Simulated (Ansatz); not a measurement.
LaSi$_{2}$Os$_{2}$ in space group I4/mmm (No. 139; Os on 4d, Si on 4e, La on 2a), r²SCAN in the plane-wave PAW code Ansatz, all energies at zero smearing, with the estimated change up to a 700 eV cutoff added, with one set of potentials and settings (totals compare only within such a set). Cell of 5 atoms (2 Os, 2 Si, 1 La): -30341.876 eV.

```tsv
element	reference phase	E (eV/atom)
Os	P6_3/mmc, 2 atoms in the cell	-11397.6334
Si	Fd-3m, 2 atoms in the cell	-639.0667
La	P6_3/mmc, 4 atoms in the cell	-6264.6784
```

Formation energy per atom, worked out: (-30341.876 − 2×(-11397.6334) − 2×(-639.0667) − 1×(-6264.6784))/5 = -0.759 eV/atom (-73 kJ per mol of atoms), at 0 K, without zero-point energy or fitted corrections.

The workflow started from an entry of the Crystallography Open Database (COD). Whether it is the stable phase at ambient conditions was not checked. Symmetry was held in the r²SCAN relaxation; whether a distortion lowers the energy is not shown. The run is not spin-polarised. The references are the lowest solids computed at this level, not always the standard phases. Spin–orbit coupling is left out wherever it is not named.

Potentials: the later of the program's two PAW sets.
